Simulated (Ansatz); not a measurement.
Start of a relaxation of SnCl3:

```cif
data_structure
_symmetry_space_group_name_H-M 'I4/mmm'
_symmetry_Int_Tables_number 139
_cell_length_a 4.6691
_cell_length_b 4.6691
_cell_length_c 10.3809
_cell_angle_alpha 90.000
_cell_angle_beta 90.000
_cell_angle_gamma 90.000
_cell_volume 226.31
loop_
_atom_site_label
_atom_site_type_symbol
_atom_site_symmetry_multiplicity
_atom_site_Wyckoff_symbol
_atom_site_fract_x
_atom_site_fract_y
_atom_site_fract_z
_atom_site_occupancy
Sn1 Sn 2 b 0.50000 0.50000 0.00000 1
Cl1 Cl 2 a 0.00000 0.00000 0.00000 1
Cl2 Cl 4 d 0.00000 0.50000 0.25000 1
```

Computed with DFT PBE, scalar-relativistic, plane waves, PAW (Ansatz). Cutoff 420 eV, Gaussian smearing, Γ-centred meshes. Cell and atoms relax first on a coarse mesh and then on a finer one. In between, the cell is made exact in the group found at 0.06 Å. In metals the finer mesh still leaves noise of several meV/atom or more. The steps can't lower the symmetry of their start. No spin polarisation.

A guess keeps its type if space group and coordination stay and the shape of the cell changes little (axis ratios within about 15 %, angles within 6°); the volume may change.

Question: Will the relaxed cell still be of the starting type?

Answer: It keeps its type. The symmetry stays I4/mmm (No. 139). The volume per atom shrinks by 16.7 %, from 28.3 to 23.6 Å³. The shortest distance goes from 3.30 Å (Sn–Cl and Cl–Cl) to 2.99 Å (Sn–Cl and Cl–Cl). The ratio c/a of the conventional cell changes by a factor of 1.13. Counting neighbours within 15 % of an atom's shortest distance, the start has Cl 12, Sn 12 and the end Cl 12, Sn 12.

Energies over the elements count from the elements' standard structures at the same level (Cl₂ as a molecule), with no fitted energy shifts. The references include grey tin.

Question: At what energy does it end?

Answer: −0.41 eV/atom.

The last run used a 16×16×16 mesh for its 4-atom cell and Gaussian smearing of 0.10 eV. Weakly bound directions are ill-defined at this level, which has no dispersion term. An odd number of electrons in the primitive cell allows no gap without spin; a larger cell or a magnetic state could open one. The cell is a metal run without spin; a magnetic state may lie lower. Symmetry constrained the relaxation, so the result can be a saddle point. Another cell of SnCl3 relaxed alike, in Pm-3m, lies 0.48 eV/atom lower, so this cell isn't the stable form at this level.
